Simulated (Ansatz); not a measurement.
ZrO$_{2}$:
```
ZrO2
1.0
    5.32449     0.00000     0.00000
    0.00000     5.09835     0.00000
    0.00000     0.00000     5.12774
Zr O
4 8
Cartesian
  0.16219   3.74370   3.84571
  5.16230   1.35464   1.28184
  2.50006   3.74370   1.28184
  2.82443   1.35464   3.84571
  1.20117   2.37383   2.57220
  4.12332   2.72451   0.00834
  1.46108   2.37383   0.00834
  3.86341   2.72451   2.57220
  1.94021   4.76779   3.09921
  3.38428   0.33055   0.53535
  0.72203   4.76779   0.53535
  4.60246   0.33055   3.09921
```

PBE in the plane-wave PAW code Ansatz gives a gap of 3.86 eV without spin–orbit coupling, maximum at Γ, minimum off the standard path, at k = (0.266, 0.417, 0.380) in fractions of the reciprocal vectors.

Task: What happens when spin–orbit coupling is switched on?

Result: The gap shrinks by 0.02 eV, to 3.84 eV; maximum on the Y–Γ line, 98 % of the way from Y, minimum off the standard path, at k = (0.260, 0.401, 0.385) in fractions of the reciprocal vectors.

Space group Pca2_1. The PBE relaxation kept the symmetry of its start. The run is not spin-polarised.

Potentials: the earlier of the program's two PAW sets.
